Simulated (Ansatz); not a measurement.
LiCl:
```xyz
2
Lattice="0.0000 2.5324 2.5324 2.5324 0.0000 2.5324 2.5324 2.5324 0.0000" Properties=species:S:1:pos:R:3 pbc="T T T"
Li     0.0000     0.0000     0.0000
Cl     2.5324     2.5324     2.5324
```

Relaxed with PBEsol.

Q: Decompose the optical modes at the zone centre into irreducible representations, and say which are infrared and Raman allowed.

A: Point group m-3m: Γ_opt = T1u. Infrared: T1u. Raman: none.

Q: Assign frequencies (DFPT, DFT-PBEsol in the program Ansatz with PAW potentials; without the LO–TO term).

A: T1u 206 cm⁻¹.

Space group Fm-3m (rock salt). The PBEsol relaxation kept the symmetry of its start.

Potentials: the earlier of the program's two PAW sets. The files were generated under PBE; for other functionals the program regenerates the frozen cores, and for LDA and PBEsol the local potential too.
